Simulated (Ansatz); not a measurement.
Input file for Ansatz (a quantum-chemistry and plane-wave program):

Ansatz 0.2 input:
```yaml
crystal:
  lattice:
    - [3.748254321, 0.0, 0.0]
    - [0.0, 3.748254321, 0.0]
    - [0.0, 0.0, 3.748254321]
  atoms:
    - { symbol: Tl, position: [0.5, 0.5, 0.5] }
    - { symbol: Hg, position: [0.0, 0.0, 0.0] }
kpoints:
  mp_grid: { grid: [23, 23, 23] }
hamiltonian:
  xc: pbesol
  pseudopotentials: { kind: paw }
scf:
  occupations: { method: fermi_dirac, width: 0.1 }
elastic: { mode: relaxed_ion, stencil: two_point, amplitude: 0.005, f_tol: 0.0005 }
```

Output (shortened):

```
Pseudopotential: Tl, paw, valence charge 13
Pseudopotential: Hg, paw, valence charge 20
Functional definition: PBEsol
Crystal: 2 atoms, lattice volume = 52.661 Å³
Basis set: ecut = 420 eV, 1021 PW (Γ), exchange–correlation on 54×54×54 points (8 copies of the dense FFT grid, shifted against one another)
Bands: 21, of which v1, the nominal top of the filled ones, is band 17 counted from 1 (16 counted from 0)
Symmetry: 48 space group operations
Space group: Pm-3m (ITA 221), of the structure as read, at distance tolerance 3.7e-5 Å
k-points: 364 of 12167
SCF iter   1: F=—  HF=-24963.731951 eV  |F-HF|=—  |Δ(HF+E_count)|=         —  Δρ=2.99e-3  dr2=6.74e-3  ethr=1.77e-3  ⟨swp⟩=5.8  Hψ=32384  notcnv=0
preconditioner: auto → Kerker (q_TF=auto, 2.524 Å⁻¹)
SCF iter   2: F=—  HF=-24963.731107 eV  |F-HF|=—  |Δ(HF+E_count)|=   8.44e-4  Δρ=1.48e-3  dr2=1.73e-3  ethr=2.04e-5  ⟨swp⟩=2.8  Hψ=14661  notcnv=0
SCF iter   3: F=—  HF=-24963.730588 eV  |F-HF|=—  |Δ(HF+E_count)|=   5.19e-4  Δρ=4.71e-4  dr2=1.15e-4  ethr=5.25e-6  ⟨swp⟩=2.1  Hψ=11239  notcnv=0
SCF iter   4: F=—  HF=-24963.730590 eV  |F-HF|=—  |Δ(HF+E_count)|=   1.68e-6  Δρ=1.11e-4  dr2=5.19e-6  ethr=3.50e-7  ⟨swp⟩=2.1  Hψ=10051  notcnv=0
SCF iter   5: F=—  HF=-24963.730587 eV  |F-HF|=—  |Δ(HF+E_count)|=   2.25e-6  Δρ=3.03e-5  dr2=3.48e-7  ethr=1.57e-8  ⟨swp⟩=2.9  Hψ=13730  notcnv=0
SCF iter   6: F=—  HF=-24963.730588 eV  |F-HF|=—  |Δ(HF+E_count)|=   8.18e-7  Δρ=9.95e-6  dr2=3.83e-8  ethr=1.06e-9  ⟨swp⟩=2.1  Hψ=13272  notcnv=0
SCF iter   7: F=—  HF=-24963.730588 eV  |F-HF|=—  |Δ(HF+E_count)|=   8.24e-9  Δρ=1.58e-6  dr2=1.12e-9  ethr=1.16e-10  ⟨swp⟩=2.2  Hψ=11089  notcnv=0
SCF iter   8: F=—  HF=-24963.730588 eV  |F-HF|=—  |Δ(HF+E_count)|=  2.55e-10  Δρ=2.06e-7  dr2=1.40e-11  ethr=3.39e-12  ⟨swp⟩=2.1  Hψ=10702  notcnv=0
SCF iter  10: F=-24963.730588 eV  HF=-24963.730588 eV  |F-HF|=7.28e-12  |Δ(HF+E_count)|=  3.64e-12  Δρ=5.87e-9  dr2=1.96e-14  ethr=1.00e-12  ⟨swp⟩=4.2  Hψ=25072  notcnv=0
SCF 1 converged in 10 iterations: F = -24963.730588 eV  dr2 = 1.96e-14
Crystal: 2 atoms, lattice volume = 52.397 Å³
Symmetry: 16 space group operations
k-points: 936 of 12167
iter 1 solved again at ethr=4.25e-7 eV; its pass at ethr=3.10e-3 eV (dr2=1.40e-4 eV) is discarded
SCF iter   1: F=—  HF=-24963.730346 eV  |F-HF|=—  |Δ(HF+E_count)|=         —  Δρ=2.64e-4  dr2=6.69e-5  ethr=4.25e-7  ⟨swp⟩=2.1  Hψ=101168  notcnv=0  defer=8
preconditioner: auto → Kerker (q_TF=auto, 2.526 Å⁻¹)
SCF iter   2: F=—  HF=-24963.730331 eV  |F-HF|=—  |Δ(HF+E_count)|=   1.46e-5  Δρ=1.37e-4  dr2=1.98e-5  ethr=2.03e-7  ⟨swp⟩=2.3  Hψ=25307  notcnv=0  defer=8
SCF iter   3: F=—  HF=-24963.730324 eV  |F-HF|=—  |Δ(HF+E_count)|=   7.19e-6  Δρ=4.24e-5  dr2=1.92e-6  ethr=5.99e-8  ⟨swp⟩=2.0  Hψ=24646  notcnv=0  defer=8
SCF iter   4: F=—  HF=-24963.730324 eV  |F-HF|=—  |Δ(HF+E_count)|=   1.32e-7  Δρ=1.40e-5  dr2=1.28e-7  ethr=5.83e-9  ⟨swp⟩=2.0  Hψ=25193  notcnv=0  defer=8
SCF iter   5: F=—  HF=-24963.730324 eV  |F-HF|=—  |Δ(HF+E_count)|=   3.25e-8  Δρ=4.34e-6  dr2=1.20e-8  ethr=3.89e-10  ⟨swp⟩=2.0  Hψ=33894  notcnv=0  defer=8
SCF iter   6: F=—  HF=-24963.730324 eV  |F-HF|=—  |Δ(HF+E_count)|=   1.80e-9  Δρ=1.09e-6  dr2=7.36e-10  ethr=3.65e-11  ⟨swp⟩=2.6  Hψ=30934  notcnv=0  defer=8
SCF iter   7: F=—  HF=-24963.730324 eV  |F-HF|=—  |Δ(HF+E_count)|=  8.37e-11  Δρ=3.63e-7  dr2=1.06e-10  ethr=2.23e-12  ⟨swp⟩=2.1  Hψ=31044  notcnv=0  defer=8
SCF iter   8: F=—  HF=-24963.730324 eV  |F-HF|=—  |Δ(HF+E_count)|=  1.82e-11  Δρ=7.92e-8  dr2=5.79e-12  ethr=3.23e-13 (applied; sched 1.00e-12)  ⟨swp⟩=2.0  Hψ=25720  notcnv=0  defer=69
SCF iter  10: F=-24963.730324 eV  HF=-24963.730324 eV  |F-HF|=3.64e-12  |Δ(HF+E_count)|=    0.00e0  Δρ=4.35e-9  dr2=8.90e-15  ethr=1.00e-12  ⟨swp⟩=4.0  Hψ=60744  notcnv=0
SCF 2 converged in 10 iterations: F = -24963.730324 eV  dr2 = 8.90e-15
Crystal: 2 atoms, lattice volume = 52.924 Å³
iter 1 solved again at ethr=7.03e-10 eV; its pass at ethr=3.10e-3 eV (dr2=2.32e-7 eV) is discarded
SCF iter   1: F=—  HF=-24963.730547 eV  |F-HF|=—  |Δ(HF+E_count)|=         —  Δρ=1.44e-4  dr2=2.32e-7  ethr=7.03e-10  ⟨swp⟩=2.1  Hψ=99318  notcnv=0  defer=4
preconditioner: auto → Kerker (q_TF=auto, 2.522 Å⁻¹)
SCF iter   2: F=—  HF=-24963.730558 eV  |F-HF|=—  |Δ(HF+E_count)|=   1.15e-5  Δρ=7.29e-5  dr2=6.13e-8  ethr=7.03e-10  ⟨swp⟩=1.0  Hψ=19584  notcnv=0  defer=4
SCF iter   3: F=—  HF=-24963.730563 eV  |F-HF|=—  |Δ(HF+E_count)|=   5.28e-6  Δρ=7.08e-7  dr2=3.91e-10  ethr=1.86e-10  ⟨swp⟩=1.0  Hψ=19584  notcnv=0  defer=4
SCF iter   4: F=—  HF=-24963.730563 eV  |F-HF|=—  |Δ(HF+E_count)|=  4.73e-11  Δρ=2.25e-7  dr2=4.67e-11  ethr=1.19e-12  ⟨swp⟩=2.0  Hψ=22935  notcnv=0  defer=4
SCF iter   5: F=—  HF=-24963.730563 eV  |F-HF|=—  |Δ(HF+E_count)|=  3.64e-12  Δρ=3.89e-8  dr2=1.08e-12  ethr=1.41e-13 (applied; sched 1.00e-12)  ⟨swp⟩=2.1  Hψ=23824  notcnv=0  defer=69
SCF iter   6: F=-24963.730563 eV  HF=-24963.730563 eV  |F-HF|=1.09e-11  |Δ(HF+E_count)|=  1.09e-11  Δρ=1.02e-8  dr2=7.31e-14  ethr=1.00e-12  ⟨swp⟩=4.2  Hψ=66669  notcnv=0
SCF 3 converged in 6 iterations: F = -24963.730563 eV  dr2 = 7.31e-14
Crystal: 2 atoms, lattice volume = 52.660 Å³
Symmetry: 8 space group operations
k-points: 1728 of 12167
iter 1 solved again at ethr=2.11e-7 eV; its pass at ethr=3.10e-3 eV (dr2=6.96e-5 eV) is discarded
SCF iter   1: F=—  HF=-24963.730563 eV  |F-HF|=—  |Δ(HF+E_count)|=         —  Δρ=1.33e-4  dr2=4.74e-6  ethr=2.11e-7  ⟨swp⟩=2.1  Hψ=185263  notcnv=0  defer=12
preconditioner: auto → Kerker (q_TF=auto, 2.524 Å⁻¹)
SCF iter   2: F=—  HF=-24963.730568 eV  |F-HF|=—  |Δ(HF+E_count)|=   5.33e-6  Δρ=7.95e-5  dr2=2.22e-6  ethr=1.44e-8  ⟨swp⟩=1.8  Hψ=40562  notcnv=0  defer=12
SCF iter   3: F=—  HF=-24963.730571 eV  |F-HF|=—  |Δ(HF+E_count)|=   2.77e-6  Δρ=1.42e-5  dr2=5.35e-8  ethr=6.72e-9  ⟨swp⟩=2.1  Hψ=55008  notcnv=0  defer=12
SCF iter   4: F=—  HF=-24963.730571 eV  |F-HF|=—  |Δ(HF+E_count)|=   1.16e-7  Δρ=1.94e-6  dr2=1.31e-9  ethr=1.62e-10  ⟨swp⟩=2.3  Hψ=60884  notcnv=0  defer=12
SCF iter   5: F=—  HF=-24963.730571 eV  |F-HF|=—  |Δ(HF+E_count)|=  2.40e-10  Δρ=8.20e-7  dr2=1.54e-10  ethr=3.97e-12  ⟨swp⟩=2.1  Hψ=57396  notcnv=0  defer=12
SCF iter   6: F=—  HF=-24963.730571 eV  |F-HF|=—  |Δ(HF+E_count)|=  1.60e-10  Δρ=1.40e-7  dr2=5.65e-12  ethr=4.67e-13 (applied; sched 1.00e-12)  ⟨swp⟩=2.5  Hψ=59427  notcnv=0  defer=102
SCF iter   7: F=—  HF=-24963.730571 eV  |F-HF|=—  |Δ(HF+E_count)|=  3.64e-12  Δρ=2.52e-8  dr2=1.85e-13  ethr=1.71e-14 (applied; sched 1.00e-12)  ⟨swp⟩=2.0  Hψ=61892  notcnv=0  defer=111
SCF iter   8: F=-24963.730571 eV  HF=-24963.730571 eV  |F-HF|=3.64e-12  |Δ(HF+E_count)|=  3.64e-12  Δρ=6.95e-9  dr2=1.90e-14  ethr=1.00e-12  ⟨swp⟩=4.0  Hψ=110387  notcnv=0
SCF 4 converged in 8 iterations: F = -24963.730571 eV  dr2 = 1.90e-14
Crystal: 2 atoms, lattice volume = 52.660 Å³
iter 1 solved again at ethr=2.41e-10 eV; its pass at ethr=3.10e-3 eV (dr2=7.95e-8 eV) is discarded
SCF iter   1: F=—  HF=-24963.730564 eV  |F-HF|=—  |Δ(HF+E_count)|=         —  Δρ=8.35e-5  dr2=8.01e-8  ethr=2.41e-10  ⟨swp⟩=2.1  Hψ=183346  notcnv=0  defer=4
preconditioner: auto → Kerker (q_TF=auto, 2.524 Å⁻¹)
SCF iter   2: F=—  HF=-24963.730569 eV  |F-HF|=—  |Δ(HF+E_count)|=   4.31e-6  Δρ=4.24e-5  dr2=2.14e-8  ethr=2.41e-10  ⟨swp⟩=1.0  Hψ=36177  notcnv=0  defer=4
SCF iter   3: F=—  HF=-24963.730571 eV  |F-HF|=—  |Δ(HF+E_count)|=   2.23e-6  Δρ=5.54e-7  dr2=2.25e-10  ethr=6.48e-11  ⟨swp⟩=1.2  Hψ=36527  notcnv=0  defer=4
SCF iter   4: F=—  HF=-24963.730571 eV  |F-HF|=—  |Δ(HF+E_count)|=  3.64e-11  Δρ=2.09e-7  dr2=2.92e-11  ethr=6.82e-13 (applied; sched 1.00e-12)  ⟨swp⟩=2.1  Hψ=47967  notcnv=0  defer=16
SCF iter   5: F=—  HF=-24963.730571 eV  |F-HF|=—  |Δ(HF+E_count)|=  1.09e-11  Δρ=3.34e-8  dr2=3.87e-13  ethr=8.85e-14 (applied; sched 1.00e-12)  ⟨swp⟩=2.0  Hψ=51602  notcnv=0  defer=109
SCF iter   6: F=-24963.730571 eV  HF=-24963.730571 eV  |F-HF|=1.46e-11  |Δ(HF+E_count)|=  3.64e-12  Δρ=6.95e-9  dr2=2.57e-14  ethr=1.00e-12  ⟨swp⟩=4.0  Hψ=118195  notcnv=0
SCF 5 converged in 6 iterations: F = -24963.730571 eV  dr2 = 2.57e-14
SCF converged after 10 iterations
Free energy (F): -24963.730588 eV
Harris-Foulkes:  -24963.730588 eV  (|F-HF|=7.28e-12)
Internal energy: -24963.698252 eV  (E = F + TS)
E sigma→0 (E₀):  -24963.714420 eV
Entropy (-TS):   -0.032337 eV (-16.168 meV/atom)
Fermi energy:    12.226620 eV
--- Per-component energies (eV) ---
  E_band       = -411.256854
  E_kinetic    = 938.379622
  E_local      = -3636.002059  (includes V_loc(G=0)·N_el)
  E_nonlocal   = 395.098010
  E_hartree    = 1507.087760
  E_xc         = -448.178285
  E_vxc        = -404.427789  (∫ρ·V_xc dr)
  E_paw        = -19818.387077  (= ΣΔE_a)
  E_vpaw       = -718.481088  (= ΣTr[D̂ρ^β])
  E_aug_tail   = 0.000927  (compensation charges beyond the density's cutoff)
  E_ewald      = -3902.064065
  E_core_change = 0.366916  (= ΣΔE_core)
  E_smearing   = -0.032337  (= −TS)
  E_closure    = 0.000000  (closes the sum)
  Σ components = -24963.730588   (vs F -24963.730588, Δ=0.00e0)
  [band-id]    e_kinetic+e_local+e_nonlocal+2·e_hartree+e_vxc+e_vpaw+e_augmentation_tail = -411.256858   (vs E_band -411.256854, Δ=-3.35e-6)
--- Forces (eV/Å), atoms counted from 1 ---
  atom   1  Tl     0.00000000     0.00000000     0.00000000
  atom   2  Hg     0.00000000     0.00000000     0.00000000
  max |Σ_I F_I| component: 0.0 eV/Å
--- Stress (GPa, compression-positive) ---
        0.071692       0.000000       0.000000
        0.000000       0.071692       0.000000
        0.000000       0.000000       0.071692
  P = ⅓ Tr σ = 0.0717 GPa (0.717 kbar)
--- Band table (eV; the first three rows and the last of 364) ---
  k-point 0: bands = ["-102.8097", "-51.1906", "-51.1906", "-51.1906", "0.5858", "0.5858", "0.8719", "0.8719", "0.8719", "2.4837", "5.1073", "5.1073", "5.5857", "5.5857", "5.5857", "12.7527", "14.5209", "14.5209", "14.5209", "20.1342", "20.1342"]
  k-point 1: bands = ["-102.8097", "-51.1906", "-51.1906", "-51.1906", "0.5868", "0.5907", "0.8706", "0.8706", "0.8726", "2.5066", "5.1064", "5.1123", "5.5796", "5.5796", "5.5847", "12.5460", "14.5565", "14.5565", "14.6494", "20.1418", "20.2537"]
  k-point 2: bands = ["-102.8097", "-51.1907", "-51.1906", "-51.1906", "0.5898", "0.6047", "0.8667", "0.8667", "0.8747", "2.5752", "5.1041", "5.1271", "5.5618", "5.5618", "5.5816", "12.0556", "14.6624", "14.6624", "14.9163", "20.1644", "20.6019"]
  k-point 363: bands = ["-102.8096", "-51.1923", "-51.1923", "-51.1923", "0.6685", "0.6703", "0.6703", "1.0413", "1.0413", "4.9177", "4.9283", "4.9283", "5.7740", "5.7740", "8.3169", "10.6173", "13.4717", "13.7053", "13.7053", "14.3839", "14.3839"]
--- Elastic constants: 2 strain directions × 2 members + reference (group order 48) ---
  dense FFT box of the reference and of every strained cell: 27×27×27
  strains applied: 11, 23; error gains: componentwise 1.00 (the most a stress slope's error grows in a printed constant), spectral 1.73 (1 for all six strains …
  C = ∂σ_k/∂η_j (tension-positive GPa; Voigt order 11 22 33 23 13 12):
        35.646     37.691     37.691      0.000      0.000      0.000
        37.691     35.646     37.691      0.000      0.000      0.000
        37.691     37.691     35.646      0.000      0.000      0.000
         0.000      0.000      0.000      4.709      0.000      0.000
         0.000      0.000      0.000      0.000      4.709      0.000
         0.000      0.000      0.000      0.000      0.000      4.709
  reference stress σ⁰ (GPa):     -0.072     -0.072     -0.072      0.000      0.000      0.000
  C* (energy form; C + prestress term) asymmetry max|C*_kj − C*_jk| = 7.105e-15 GPa — a small one proves nothing (zero by symmetry where the batch's group is …
  moduli (Voigt/Reuss/Hill, GPa): K = 37.01/37.01/37.01   G = 2.42/-3.79/-0.69   E = -2.07   ν = 0.509
  mechanically stable: NO (min eigenvalue of sym C = -2.04 GPa)
  where every solve meets its electron count the energy-path curvature estimates C_jj along a normal strain and C_jj − ¼(σ⁰_aa + σ⁰_bb) along a shear (ab), of …
  strain η (Voigt 11):  stress-route row diagonal C_11 = 35.65 GPa, energy-path curvature d²(F+E_count+ΔE)/dδ²/Ω₀ = 35.68 GPa
         δ    σ_11 (GPa)             F (eV)   n_scf  n_hpsi   n_pw
    -5.000e-3      -0.2524      -24963.7303241      10  403457   1052   relax 0 steps, max|allowed force component| 0.0 eV/Å
     5.000e-3       0.1040      -24963.7305633       6  266896   1064   relax 0 steps, max|allowed force component| 0.0 eV/Å
  strain η (Voigt 23):  stress-route row diagonal C_44 = 4.71 GPa, energy-path curvature d²(F+E_count+ΔE)/dδ²/Ω₀ = 4.76 GPa
         δ    σ_23 (GPa)             F (eV)   n_scf  n_hpsi   n_pw
    -5.000e-3      -0.0235      -24963.7305708       8  658477   1064   relax 0 steps, max|allowed force component| 0.0 eV/Å
     5.000e-3       0.0235      -24963.7305708       6  501462   1064   relax 0 steps, max|allowed force component| 0.0 eV/Å
```

Cost: roughly 7 core-minutes on shared cores.

The workflow started from an entry of the Crystallography Open Database (COD). Whether it is the stable phase at ambient conditions was not checked. The PBEsol relaxation kept the symmetry of its start. At this level the phase is mechanically unstable. As this level gives no gap, shear constants depend on the k-mesh and smearing (Fermi–Dirac, 0.1 eV here). Spin–orbit coupling is left out wherever it is not named.

Potentials: the later of the program's two PAW sets.

Ansatz is a plane-wave DFT program.
